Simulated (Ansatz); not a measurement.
CdO (rock salt, space group No. 225) at seven volumes, plane-wave PAW LDA (Ansatz code), scaled uniformly. One row is withheld.

| V (Å³/atom) | P (GPa) |
|---|---|
| 11.326 | 19.18 |
| 11.700 | 11.64 |
| 12.073 | 5.31 |
| 12.446 | -0.01 |
| 12.820 | -4.48 |
| 13.193 | ? |
| 13.566 | -11.39 |

Question: Fit the shown pressures and predict the withheld one.

Answer: Third-order Birch–Murnaghan: P = (3/2)B₀(x^(7/2) − x^(5/2))[1 + (3/4)(B′ − 4)(x − 1)] with x = (V₀/V)^(2/3). Least squares on the six rows gives V₀ = 12.446 Å³/atom, B₀ = 162.3 GPa, B′ = 4.78. At V = 13.193, x = 0.9619 and P = -8.23 GPa. The run itself gave -8.23 GPa.

Space group Fm-3m (rock salt). Symmetry was held in the LDA relaxation.

Potentials: the earlier of the program's two PAW sets. The files were generated under PBE; for other functionals the program regenerates the frozen cores, and for LDA and PBEsol the local potential too.
